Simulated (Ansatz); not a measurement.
ZnSe:
```
CELL_PARAMETERS angstrom
      6.50903     0.00000     0.00000
      0.00000     4.12368     0.00000
      0.00000     0.00000     6.92512
ATOMIC_POSITIONS crystal
  Zn 0.14070 0.25000 0.38915
  Zn 0.35930 0.75000 0.88915
  Zn 0.85930 0.75000 0.61085
  Zn 0.64070 0.25000 0.11085
  Se 0.75889 0.25000 0.44137
  Se 0.74111 0.75000 0.94137
  Se 0.24111 0.75000 0.55863
  Se 0.25889 0.25000 0.05863
```

Relaxed with DFT-r²SCAN+D4 in the program Ansatz with PAW potentials. Indices refer to the conventional cell of Pnma, a = 6.509 Å, b = 4.124 Å, c = 6.925 Å, α = β = γ = 90.00°.

**Question.** Simulate the powder diffraction pattern (Cu Kα1, λ = 1.54056 Å; lines above 1 %) up to 2θ = 90°.

**Answer.** Simulated powder pattern, Cu Kα1, λ = 1.54056 Å (kinematic, ideal powder, no thermal factors, no anomalous dispersion; the 30 strongest lines at most, above 1 %, up to 2θ = 90°):

| 2θ (°) | d (Å) | I/Imax (%) | hkl |
|---|---|---|---|
| 18.69 | 4.743 | 55 | (101) |
| 25.11 | 3.543 | 100 | (011) |
| 25.71 | 3.463 | 44 | (002) |
| 27.38 | 3.255 | 63 | (200) |
| 28.66 | 3.112 | 26 | (111) |
| 30.32 | 2.945 | 19 | (201) |
| 35.10 | 2.555 | 28 | (210) |
| 36.56 | 2.456 | 30 | (112) |
| 37.49 | 2.397 | 17 | (211) |
| 37.91 | 2.371 | 22 | (202) |
| 43.68 | 2.070 | 15 | (301) |
| 43.87 | 2.062 | 45 | (020) |
| 44.97 | 2.014 | 65 | (013) |
| 47.19 | 1.924 | 25 | (113) |
| 48.08 | 1.891 | 9.1 | (121) |
| 49.20 | 1.850 | 55 | (311) |
| 49.54 | 1.839 | 20 | (302) |
| 51.55 | 1.772 | 12 | (022) |
| 52.50 | 1.742 | 20 | (220) |
| 53.45 | 1.713 | 30 | (213) |
| 54.61 | 1.679 | 20 | (312) |
| 59.35 | 1.556 | 12 | (222) |
| 63.64 | 1.461 | 9.2 | (321) |
| 65.02 | 1.433 | 10 | (214) |
| 68.30 | 1.372 | 15 | (322) |
| 78.16 | 1.222 | 21 | (511) |
| 78.42 | 1.219 | 9.4 | (502) |
| 81.42 | 1.181 | 11 | (033) |
| 84.54 | 1.145 | 11 | (331) |
| 85.82 | 1.131 | 9.1 | (324) |

The start of the workflow was typed in or built on a structure type; neither database checked (COD, Materials Project) lists it. It is not the phase usual at ambient conditions (space group No. 216). The cell was relaxed with r²SCAN+D4 under the symmetry of its start; its stability against distortions is not shown here.

Potentials: the earlier of the program's two PAW sets.
